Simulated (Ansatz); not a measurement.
GeBCN:
```yaml
crystal:
  lattice:
    - [1.46234, 0.84428, 4.78833]
    - [-1.46234, 0.84428, 4.78833]
    - [0.00000, -1.68856, 4.78833]
  atoms:
    - { symbol: B, position: [0.00278, 0.00278, 0.00278] }
    - { symbol: N, position: [0.88720, 0.88720, 0.88720] }
    - { symbol: Ge, position: [0.49578, 0.49578, 0.49578] }
    - { symbol: C, position: [0.36421, 0.36421, 0.36421] }
```

x, y and z are the axes in which the lattice vectors are written.

### Question
Give the proper piezoelectric stress tensor with relaxed ions from plane-wave PAW r²SCAN (Ansatz code).

### Answer
In C/m², rows x, y, z, Voigt columns; mesh uncertainty up to 0.01.
```
 0.00   0.00   0.00   0.00   0.30   0.45
 0.45  -0.45   0.00   0.30   0.00   0.00
-0.22  -0.22   0.51   0.00   0.00   0.00
```

The elastic tensor of the same run (GPa):

```
  536    106   93.1  -46.7    0.0    0.0
  106    536   93.1   46.7    0.0    0.0
 93.1   93.1    581    0.0    0.0    0.0
-46.7   46.7    0.0    179    0.0    0.0
  0.0    0.0    0.0    0.0    179  -46.7
  0.0    0.0    0.0    0.0  -46.7    215
```

### Question
Convert to strain constants d = e·S.

### Answer
In pC/N:
```
 0.0   0.0   0.0   0.0   2.3   2.6
 1.3  -1.3   0.0   2.3   0.0   0.0
-0.5  -0.5   1.0   0.0   0.0   0.0
```

Space group R3m. The start of the workflow was typed in or built on a structure type; neither database checked (COD, Materials Project) lists it. Its standing as an ambient phase is unchecked. Symmetry was held in the r²SCAN relaxation; its stability against distortions is not shown here. The volume moved by -16 % from the start of the relaxation. Signs of piezoelectric constants follow the polarity of the cell as given.

Potentials: the earlier of the program's two PAW sets.
